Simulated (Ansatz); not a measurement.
SnRu3C (anti-perovskite, Pm-3m) at seven volumes, the program Ansatz at the r²SCAN level (PAW), scaled uniformly. One row is withheld.

```csv
V (Å³/atom),P (GPa)
12.237,31.20
12.640,18.96
13.043,8.67
13.447,0.00
13.850,?
14.254,-13.41
14.657,-18.54
```

**Question.** Fit the shown pressures and predict the withheld one.

**Answer.** Third-order Birch–Murnaghan: P = (3/2)B₀(x^(7/2) − x^(5/2))[1 + (3/4)(B′ − 4)(x − 1)] with x = (V₀/V)^(2/3). Least squares on the six rows gives V₀ = 13.447 Å³/atom, B₀ = 264.2 GPa, B′ = 4.76. At V = 13.850, x = 0.9805 and P = -7.27 GPa. The run itself gave -7.29 GPa.

The start of the workflow was typed in or built on a structure type; neither database checked (COD, Materials Project) lists it. Whether it is the stable phase at ambient conditions was not checked. The r²SCAN relaxation kept the symmetry of its start; its stability against distortions is not shown here. The run is not spin-polarised. Scalar-relativistic: spin–orbit coupling is off unless named, which matters more the heavier the elements.

Potentials: the later of the program's two PAW sets.
